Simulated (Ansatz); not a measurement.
AgI:
```
AgI
1.0
    4.44929     0.00000     0.00000
   -2.22465     3.85320     0.00000
    0.00000     0.00000    10.39365
Ag I
3 3
Direct
  0.49961   0.00000   0.33333
  0.00000   0.49961   0.66667
  0.50039   0.50039   0.00000
  0.49994   0.00000   0.83333
  0.00000   0.49994   0.16667
  0.50006   0.50006   0.50000
```

Relaxed with PBEsol.

Which orbitals make up the states near the band edges in plane-wave PAW PBEsol (Ansatz code)?

Top 1 eV of the valence band: I 5p 66 %, Ag 4d 29 %. Bottom 1 eV of the conduction band: Ag 5s 64 %, I 5p 17 %, I 5s 15 %. Projections are on Löwdin-orthogonalised atomic valence shells; empty p or d shells of many metals are not among them.

Tabulate the density of states.

States/eV per cell of 6 atoms, in 0.25 eV bins, energy from the valence-band maximum.

| E (eV) | total | Ag 4d | I 5p | Ag 5s |
|---|---|---|---|---|
| -7.85 | 0.00 | 0.00 | 0.00 | 0.00 |
| -7.60 | 0.00 | 0.00 | 0.00 | 0.00 |
| -7.35 | 0.00 | 0.00 | 0.00 | 0.00 |
| -7.10 | 0.00 | 0.00 | 0.00 | 0.00 |
| -6.85 | 0.00 | 0.00 | 0.00 | 0.00 |
| -6.60 | 0.00 | 0.00 | 0.00 | 0.00 |
| -6.35 | 0.00 | 0.00 | 0.00 | 0.00 |
| -6.10 | 0.00 | 0.00 | 0.00 | 0.00 |
| -5.85 | 0.00 | 0.00 | 0.00 | 0.00 |
| -5.60 | 1.27 | 0.34 | 0.70 | 0.22 |
| -5.35 | 7.26 | 2.13 | 4.00 | 1.05 |
| -5.10 | 7.49 | 2.79 | 3.82 | 0.83 |
| -4.85 | 14.58 | 7.61 | 6.42 | 0.44 |
| -4.60 | 14.68 | 8.36 | 5.98 | 0.24 |
| -4.35 | 14.07 | 8.95 | 4.87 | 0.17 |
| -4.10 | 7.52 | 5.48 | 1.87 | 0.13 |
| -3.85 | 10.02 | 8.63 | 1.08 | 0.25 |
| -3.60 | 35.10 | 34.08 | 0.54 | 0.25 |
| -3.35 | 14.14 | 12.60 | 0.95 | 0.37 |
| -3.10 | 8.03 | 5.71 | 1.64 | 0.52 |
| -2.85 | 7.30 | 4.55 | 2.03 | 0.50 |
| -2.60 | 4.96 | 2.47 | 2.02 | 0.29 |
| -2.35 | 4.99 | 2.14 | 2.52 | 0.16 |
| -2.10 | 7.18 | 2.73 | 4.04 | 0.19 |
| -1.85 | 6.46 | 2.11 | 4.04 | 0.13 |
| -1.60 | 8.41 | 2.61 | 5.49 | 0.10 |
| -1.35 | 8.53 | 2.50 | 5.78 | 0.08 |
| -1.10 | 4.15 | 1.24 | 2.71 | 0.08 |
| -0.85 | 4.38 | 1.28 | 2.89 | 0.08 |
| -0.60 | 1.17 | 0.34 | 0.77 | 0.02 |
| -0.35 | 0.29 | 0.09 | 0.19 | 0.01 |
| -0.10 | 0.04 | 0.01 | 0.03 | 0.00 |
| 0.15 | 0.00 | 0.00 | 0.00 | 0.00 |
| 0.40 | 0.00 | 0.00 | 0.00 | 0.00 |
| 0.65 | 0.00 | 0.00 | 0.00 | 0.00 |
| 0.90 | 0.03 | 0.00 | 0.00 | 0.02 |
| 1.15 | 0.09 | 0.00 | 0.01 | 0.06 |
| 1.40 | 0.15 | 0.00 | 0.03 | 0.10 |
| 1.65 | 0.25 | 0.00 | 0.05 | 0.15 |
| 1.90 | 0.74 | 0.01 | 0.13 | 0.48 |
| 2.15 | 2.57 | 0.02 | 0.45 | 1.60 |
| 2.40 | 3.50 | 0.03 | 0.64 | 2.16 |
| 2.65 | 2.11 | 0.03 | 0.43 | 1.13 |
| 2.90 | 4.98 | 0.06 | 1.05 | 2.51 |
| 3.15 | 3.76 | 0.05 | 0.79 | 1.82 |
| 3.40 | 4.02 | 0.05 | 0.81 | 1.67 |
| 3.65 | 3.31 | 0.03 | 0.43 | 0.87 |
| 3.90 | 2.87 | 0.02 | 0.19 | 0.31 |
| 4.15 | 2.65 | 0.02 | 0.14 | 0.22 |
| 4.40 | 3.97 | 0.02 | 0.18 | 0.31 |
| 4.65 | 3.98 | 0.02 | 0.20 | 0.33 |
| 4.90 | 1.84 | 0.01 | 0.08 | 0.11 |
| 5.15 | 5.67 | 0.03 | 0.15 | 0.21 |
| 5.40 | 4.79 | 0.02 | 0.13 | 0.22 |

Space group P6_422. The start of the workflow was typed in or built on a structure type; neither database checked (COD, Materials Project) lists it. It is not the phase usual at ambient conditions (space group No. 186, 216). The PBEsol relaxation kept the symmetry of its start; its stability against distortions is not shown here. The run is not spin-polarised. Spin–orbit coupling is left out wherever it is not named.

Potentials: the later of the program's two PAW sets.
